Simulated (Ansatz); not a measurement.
Method: PBE, scalar-relativistic; no spin polarisation; PAW, 420 eV, 12×12×6 k-mesh, Gaussian smearing of 0.05 eV; code Ansatz; PAW files: Ansatz's generated set soft_2.

A crystal of composition XSb2, relaxed at this level of theory, gives this pattern between 10° and 80°.

Cu Kα1 powder pattern (kinematic, no thermal factors).
```json
{"2θ (°)": "13.17", "relative intensity": "27"}
{"2θ (°)": "29.75", "relative intensity": "3"}
{"2θ (°)": "32.66", "relative intensity": "100"}
{"2θ (°)": "40.24", "relative intensity": "12"}
{"2θ (°)": "40.27", "relative intensity": "62"}
{"2θ (°)": "50.84", "relative intensity": "13"}
{"2θ (°)": "52.80", "relative intensity": "27"}
{"2θ (°)": "54.60", "relative intensity": "5"}
{"2θ (°)": "54.67", "relative intensity": "5"}
{"2θ (°)": "63.42", "relative intensity": "6"}
{"2θ (°)": "63.48", "relative intensity": "15"}
{"2θ (°)": "68.41", "relative intensity": "15"}
{"2θ (°)": "68.43", "relative intensity": "13"}
{"2θ (°)": "76.34", "relative intensity": "4"}
{"2θ (°)": "77.83", "relative intensity": "9"}
{"2θ (°)": "79.41", "relative intensity": "11"}
```

Task: Which lattice and cell does the pattern come from?

Result: Trigonal, space group P-3m1 (No. 164), a = 3.465 Å, b = 3.465 Å, c = 6.717 Å, α = 90.00°, β = 90.00°, γ = 120.00°. The line positions fix the lattice at most, not the space group, and lines under 1 % of the strongest aren't listed; this is the group of the computed cell.

The calculation on XSb2, where X is one element, gave:

```json
{"Band gap": "zero (metallic)", "Density of states at the Fermi level": "about 0.4 states/(eV·atom)", "Bader charges": "X 0.20; Sb -0.10 e", "Formation energy from the elements (0 K, uncorrected)": "0.38 eV/atom (unstable against the elements)"}
```

Sites: X on 1a, Sb on 2d.

Task: Which element is X?
A. Os
B. W
C. Ta
D. Re

Result: B. X is W, so the compound is WSb2.

The cell came from substitution into a structure type; no database entry of this phase was matched, which doesn't show that none exists.

For elements this heavy, spin–orbit coupling would shift levels and gaps; it isn't included here.
